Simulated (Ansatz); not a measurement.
(111) slab cut from the bulk of SrTiO3, Pm-3m (No. 221); the slab's formula is Sr5Ti4O15:

```
CELL_PARAMETERS angstrom
5.50287 0.00000 0.00000
-2.75144 4.76563 0.00000
0.00000 0.00000 23.98616
ATOMIC_POSITIONS crystal
Sr 0.66667 0.33333 0.31268
O 0.16667 0.83333 0.31268
O 0.16667 0.33333 0.31268
O 0.66667 0.83333 0.31268
Ti 0.00000 0.00000 0.35951
Sr 0.33333 0.66667 0.40634
O 0.83333 0.16667 0.40634
O 0.83333 0.66667 0.40634
O 0.33333 0.16667 0.40634
Ti 0.66667 0.33333 0.45317
Sr 0.00000 0.00000 0.50000
O 0.50000 0.50000 0.50000
O 0.50000 0.00000 0.50000
O 0.00000 0.50000 0.50000
Ti 0.33333 0.66667 0.54683
Sr 0.66667 0.33333 0.59366
O 0.16667 0.83333 0.59366
O 0.16667 0.33333 0.59366
O 0.66667 0.83333 0.59366
Ti 0.00000 0.00000 0.64049
Sr 0.33333 0.66667 0.68732
O 0.83333 0.16667 0.68732
O 0.83333 0.66667 0.68732
O 0.33333 0.16667 0.68732
```

Level of theory: Ansatz, DFT PBEsol, scalar-relativistic, plane waves, PAW. Plane waves to 420 eV, a k mesh through Γ of 6×6×1 on the computed 24-atom cell and Gaussian smearing (0.05 eV); no spin polarisation. A dipole correction removes the field between periodic images along c.

(1) What forces act on the atoms?

Spin polarisation was left out, and a magnetic state may lie lower.

Results:

(1)
| atom | Fx (eV/Å) | Fy (eV/Å) | Fz (eV/Å) |
| --- | --- | --- | --- |
| Sr1 | 0.000 | 0.000 | -0.131 |
| O2 | -0.553 | 0.319 | 0.387 |
| O3 | 0.000 | -0.638 | 0.387 |
| O4 | 0.553 | 0.319 | 0.387 |
| Ti5 | 0.000 | 0.000 | -1.712 |
| Sr6 | 0.000 | 0.000 | -0.539 |
| O7 | -0.383 | 0.221 | 0.500 |
| O8 | 0.000 | -0.443 | 0.500 |
| O9 | 0.383 | 0.221 | 0.500 |
| Ti10 | 0.000 | 0.000 | -0.519 |
| Sr11 | 0.000 | 0.000 | 0.000 |
| O12 | 0.000 | 0.000 | 0.000 |
| O13 | 0.000 | 0.000 | 0.000 |
| O14 | 0.000 | 0.000 | 0.000 |
| Ti15 | 0.000 | 0.000 | 0.519 |
| Sr16 | 0.000 | 0.000 | 0.539 |
| O17 | 0.383 | -0.221 | -0.500 |
| O18 | 0.000 | 0.443 | -0.500 |
| O19 | -0.383 | -0.221 | -0.500 |
| Ti20 | 0.000 | 0.000 | 1.712 |
| Sr21 | 0.000 | 0.000 | 0.131 |
| O22 | 0.553 | -0.319 | -0.387 |
| O23 | 0.000 | 0.638 | -0.387 |
| O24 | -0.553 | -0.319 | -0.387 |

Cost: 1 run of about 0.82 core-minutes, on Intel Xeon 6975P-C (Granite Rapids) (shared hosts).